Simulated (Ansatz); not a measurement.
input.yaml (Ansatz)

```yaml
crystal:
  lattice:
    - [-3.3237624287, 3.317611581, 1.3434513767]
    - [3.317611581, -3.3237624287, 1.3434513767]
    - [1.7016778002, 1.7016778002, -1.3547166655]
  atoms:
    - { symbol: Pd, position: [0.9998773009, 0.0001226991, 1.0], spin: 0.5 }
    - { symbol: Pd, position: [0.7501226991, 0.2498773009, 0.5], spin: 0.5 }
hamiltonian:
  xc: mr2scan
  pseudopotentials:
    kind: paw
    azcp:
      Pd: "pseudopotentials/Pd.paw.azcp"
basis:
  ecutwfc: 500
  fft_grid_basis: typed
kpoints:
  mp_grid: { grid: [23, 23, 21], shift: [0, 0, 0] }
magnetization:
  spin_polarized: true
scf:
  occupations: { method: fermi_dirac, width: 0.05 }
```

Output

```
Engine: ansatz 0.2.0, aarch64-unknown-linux-gnu
Pseudopotentials: kind: paw
Pseudopotential: Pd, paw, valence charge 18, recommended cutoff 500 eV (meta_gga) 
Functional definition: m-r2SCAN
  exchange = m_r2scan_x
  correlation = m_r2scan_c
Crystal: 2 atoms, lattice volume = 30.311 Å³
Basis set: ecut = 500 eV, 755 PW (Γ), exchange–correlation on 144×144×96 points (64 copies of the dense FFT grid, shifted against one another)
Bands: 23, of which v1, the nominal top of the filled ones, is band 18 counted from 1 (17 counted from 0)
Symmetry: 4 space group operations
Space group: C2/c (ITA 15), of the structure as read, at distance tolerance 3.1e-5 Å
Magnetic group: BNS 15.85 (UNI 92), of the structure as read, at distance tolerance 3.1e-5 Å
k-points: 2904 of 11109
Non-local potential: Pd, projectors of the file, l = 0: 2, l = 1: 2, l = 2: 2, l = 3: 1
PAW form: soft (Blöchl's): semilocal exchange-correlation on the pseudo side does not see the compensation charge
PAW frozen core: Pd, regenerated for the run's functional (the file was generated under x = pbe(κ = 0.804, μ = 0.2195149727645171), c = pbe(β = 0.06672455060314922))
PAW one-centre angular grid: Pd, 590 points (default); XC on 160 Gauss nodes
Initial density: superposition of atomic densities (chi_scale 0.1, normalization cell)
Starting moments: Σ|m| = 1 μB on 2 of 2 sites
Initial wavefunctions: pseudopotential atomic-orbital guess
Functional: x = mr2scan, c = mr2scan; τ floored in thin density (d = 2e-4 eV/Å³)
SCF iter   1: F=—  HF=-13972.498328 eV  |F-HF|=—  |Δ(HF+E_count)|=         —  Δρ=7.43e-2 (↑7.43e-2 ↓5.57e-2)  dr2=5.06e0  dr2_τ=2.47e-2  dr2_m=5.17e-2  M=0.649 μB ∫|m|=0.658 μB  β_m=0.30  ethr=3.10e-3  ⟨swp⟩=5.1  Hψ=536861  notcnv=0
spin=Collinear: Kerker preconditioning applied to the charge; magnetization (m = ρ↑ − ρ↓) channel mixes plain (no charge-response kernel on spin).
SCF iter   2: F=—  HF=-13971.581165 eV  |F-HF|=—  |Δ(HF+E_count)|=   9.17e-1  Δρ=4.43e-2 (↑4.43e-2 ↓3.17e-2)  dr2=1.70e0  dr2_τ=2.03e-2  dr2_m=3.17e-2  M=0.609 μB ∫|m|=0.622 μB  β_m=0.30  ethr=3.10e-3  ⟨swp⟩=2.8  Hψ=271380  notcnv=0  defer=2282  κ⁻¹=1.0e0(r=1)
spin-set hold released at iteration 2 (site moments show no strong build): the magnetisation degrees of freedom join the quasi-Newton model from the next iteration; the mixer history was kept
SCF iter   3: F=—  HF=-13971.256198 eV  |F-HF|=—  |Δ(HF+E_count)|=   3.25e-1  Δρ=1.59e-2 (↑1.32e-2 ↓1.59e-2)  dr2=8.16e-2  dr2_τ=9.30e-3  dr2_m=2.06e-2  M=0.568 μB ∫|m|=0.582 μB  β_m=0.98  ethr=3.10e-3  ⟨swp⟩=2.1  Hψ=215759  notcnv=0  defer=2282  κ⁻¹=1.3e-2(r=2)
SCF iter   4: F=—  HF=-13971.315126 eV  |F-HF|=—  |Δ(HF+E_count)|=   5.89e-2  Δρ=8.55e-3 (↑7.71e-3 ↓8.55e-3)  dr2=2.77e-2  dr2_τ=1.14e-3  dr2_m=3.59e-3  M=0.463 μB ∫|m|=0.486 μB  β_m=1.20  ethr=2.27e-4  ⟨swp⟩=2.0  Hψ=203352  notcnv=0  defer=2614  κ⁻¹=4.0e-3(r=3)
SCF iter   5: F=—  HF=-13971.334862 eV  |F-HF|=—  |Δ(HF+E_count)|=   1.97e-2  Δρ=3.70e-3 (↑2.67e-3 ↓3.70e-3)  dr2=4.25e-3  dr2_τ=1.73e-4  dr2_m=7.24e-4  M=0.326 μB ∫|m|=0.350 μB  β_m=1.20  ethr=7.68e-5  ⟨swp⟩=3.0  Hψ=248074  notcnv=0  defer=2614  κ⁻¹=1.4e-3(r=4)
SCF iter   6: F=—  HF=-13971.341330 eV  |F-HF|=—  |Δ(HF+E_count)|=   6.47e-3  Δρ=1.36e-3 (↑1.21e-3 ↓1.36e-3)  dr2=4.71e-4  dr2_τ=3.53e-5  dr2_m=1.42e-4  M=0.236 μB ∫|m|=0.252 μB  β_m=1.20  ethr=1.18e-5  ⟨swp⟩=2.8  Hψ=248766  notcnv=0  defer=2614  κ⁻¹=5.6e-5(r=5)
...
SCF iter  17: F=—  HF=-13971.348743 eV  |F-HF|=—  |Δ(HF+E_count)|=   9.70e-7  Δρ=3.80e-6 (↑3.53e-6 ↓3.80e-6)  dr2=6.21e-10  dr2_τ=1.97e-10  dr2_m=3.28e-9  M=0.002 μB ∫|m|=0.002 μB  β_m=1.20  ethr=2.11e-12  ⟨swp⟩=3.2  Hψ=369749  notcnv=0  κ⁻¹=7.1e-6(r=8)
SCF iter  18: F=—  HF=-13971.348743 eV  |F-HF|=—  |Δ(HF+E_count)|=   3.11e-7  Δρ=1.49e-6 (↑1.19e-6 ↓1.49e-6)  dr2=1.76e-10  dr2_τ=2.91e-11  dr2_m=3.77e-10  M=0.001 μB ∫|m|=0.001 μB  β_m=1.20  ethr=1.72e-12  ⟨swp⟩=3.0  Hψ=368374  notcnv=0  κ⁻¹=2.1e-5(r=8)
SCF iter  19: F=—  HF=-13971.348743 eV  |F-HF|=—  |Δ(HF+E_count)|=   2.31e-8  Δρ=5.73e-7 (↑4.17e-7 ↓5.73e-7)  dr2=5.45e-11  dr2_τ=3.38e-12  dr2_m=3.95e-11  M=0.000 μB ∫|m|=0.000 μB  β_m=1.20  ethr=1.00e-12  ⟨swp⟩=3.0  Hψ=365536  notcnv=0  κ⁻¹=1.3e-4(r=8)
SCF iter  20: F=-13971.348743 eV  HF=-13971.348743 eV  |F-HF|=1.89e-9  |Δ(HF+E_count)|=  1.27e-11  Δρ=3.75e-7 (↑3.14e-7 ↓3.75e-7)  dr2=2.24e-11  dr2_τ=1.51e-12  dr2_m=2.18e-11  M=0.000 μB ∫|m|=0.000 μB  ethr=1.00e-12  ⟨swp⟩=2.0  Hψ=255092  notcnv=0
SCF 1 converged in 20 iterations: F = -13971.348743 eV  dr2 = 2.24e-11
WARN: the starting moments were not kept: the SCF closed with an absolute magnetisation of 1.6e-4 μB, where they sum to 1 μB in size (2 sites). That is at most 0.1 of that sum. Measured as dr2_m measures the in/out step, that magnetisation stands 1.0e-8 eV from none, at or under the dr2_threshold of 1.0e-7 eV: it is no larger than a step whose dr2_m would equal this threshold. The system may hold no moment; this SCF shows only that its start led to no more than that. To try another start: raise the starting moments (crystal.atoms[].spin, magnetization.per_species, magnetization.initial_magnetization, or on a non-collinear deck that types none of these the spinor_matrix: blocks that start its atoms; where the total moment is fixed, keep their sum and leave initial_magnetization as it is; typed ones take the place of any that the run laid by itself, positive ones on a crystal's lanthanoids without a Hubbard term where scf.initial_density.shell_occupations: [] is typed) or, if the notice of its spin-set hold's release reads "site moments contracting" or "site moments show no strong build", lengthen the hold (scf.mixing.spin_hold: { on: { confirm: 4 } }; for m-r²SCAN on two components see the key's manual first). Each may lead to a state that holds a moment. A second SCF, from the converged charge density, with the starting moments and any scf.initial_density.shell_occupations laid on it anew, would have followed, and was not run: the deck does not ask for one (magnetization.retry_lost_moments is false, the default). To let it run, set magnetization.retry_lost_moments: true and run the deck again, where that key's refused combinations let it; where memory then withholds it, that run's warning says so.
this state was not tested for a lower state beside it, because the mixer in use, unlike msr1, does not test its closes by its own steps (another_mixer; see scf.mixing.algorithm and scf.lower_state_search)
SCF converged after 20 iterations
Magnetization: 0.0002 μB (18.0001 up, 17.9999 down)
Absolute magnetization: 0.0002 μB (∫|ρ↑−ρ↓|, with the PAW one-centre terms)
Spin contamination: 0.0000 ħ² per cell (⟨S²⟩ above its minimum at these occupations)
Per-site moments (μB) at R_I (Å): [(7.803405250596719e-5, 1.108353193967489), (7.803405250599316e-5, 1.108353193967489)]
Free energy (F): -13971.348743 eV
Harris-Foulkes:  -13971.348743 eV  (|F-HF|=1.89e-9)
Internal energy: -13971.316727 eV  (E = F + TS)
E sigma→0 (E₀):  -13971.332735 eV
Entropy (-TS):   -0.032016 eV (-16.008 meV/atom)
Fermi energy:    18.906160 eV
--- Per-component energies (eV) ---
  E_band       = -330.591258
  E_kinetic    = 1030.761685
  E_local      = -3597.955962  (includes V_loc(G=0)·N_el)
  E_nonlocal   = 435.658982
  E_hartree    = 1463.589768
  E_xc         = -320.340354
  E_vxc        = -464.534810  (∫ρ·V_xc dr)
  E_paw        = -7544.412413  (= ΣΔE_a)
  E_vpaw       = -695.848203  (= ΣTr[D̂ρ^β])
  E_aug_tail   = 0.000227  (compensation charges beyond the density's cutoff)
  E_vtau       = 34.147445  (kinetic-family band-sum trace: ∫τ·v_τ [+ j·A + Jᵃ·Aᵃ] dr)
  E_ewald      = -5437.714487
  E_core_change = -0.904173  (= ΣΔE_core)
  E_smearing   = -0.032016  (= −TS)
  E_closure    = 0.000000  (closes the sum)
  Σ components = -13971.348743   (vs F -13971.348743, Δ=0.00e0)
```

Launched by

```sh
ansatz run input.yaml --threads 2 --pin off --max-ram 5120MiB --backend cpu --events-out ev --progress --plain --runs-dir out
```

On 2 threads of Arm Neoverse V2 (shared host) this took about 480 s of wall time and 950 s of CPU time, with 3.2 GiB at the peak.
